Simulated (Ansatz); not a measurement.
Problem. GaPt3N (anti-perovskite, Pm-3m) is relaxed with PBEsol in the plane-wave PAW code Ansatz. What lattice parameters of the conventional cell result?

Solution. a = 4.146 Å.

Problem. Is it a metal or does it have a gap at this level?

Solution. No gap at this level.

The start of the workflow was typed in or built on a structure type; neither database checked (COD, Materials Project) lists it. Whether it is the stable phase at ambient conditions was not checked. Symmetry was held in the PBEsol relaxation. At this level the phase is dynamically unstable (imaginary phonons). The run is not spin-polarised. The volume moved by 19 % from the start of the relaxation. Its formation energy is positive at this level, so the cell may be metastable or incomplete. Spin–orbit coupling is left out wherever it is not named.

Potentials: the earlier of the program's two PAW sets. The files were generated under PBE; for other functionals the program regenerates the frozen cores, and for LDA and PBEsol the local potential too.
